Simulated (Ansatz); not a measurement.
Structures of Sr3Cl2: which is lowest?

Plane-wave DFT in Ansatz with scalar-relativistic PAW potentials, cutoff 420 eV, Γ-centred meshes chosen by cell and gap, Gaussian smearing with energies taken to zero width. Every cell was relaxed (cell and atoms) in a run of its own, within the symmetry of its start. Functional: PBE.

Relaxed structures (starts from databases or built by putting these elements on another compound's sites):
A. R-3c, 10 atoms in the computed cell, a = 7.567 Å, c = 21.491 Å; sites (symmetry × multiplicity) Sr .2 × 18, Cl 3. × 12; start: built
B. R-3m, 5 atoms in the computed cell, a = 4.395 Å, c = 42.686 Å; sites (symmetry × multiplicity) Sr -3m × 3 + 3m × 6, Cl 3m × 6; start: built

Q: Rank them by energy. Could pressure change the order?

A:
| structure | group | E − E(lowest) (meV/atom) | V (Å³/atom) | gap on mesh (eV) |
| --- | --- | --- | --- | --- |
| B | R-3m | 0.0 | 47.60 | 0.00 |
| A | R-3c | 69 | 35.52 | 0.00 |

B is lowest, 69 meV/atom under A. A is denser by 12.08 Å³/atom, so pressure favours it: ΔE/ΔV, with ΔE in eV and 1 eV/Å³ = 160.2 GPa, gives about 0.9 GPa for equal enthalpy if both cells were rigid, a rough figure since the two compress differently. Other structures may lie lower than all of these, and vibrations aren't counted.

Spin polarisation was left out, and a magnetic state may lie lower.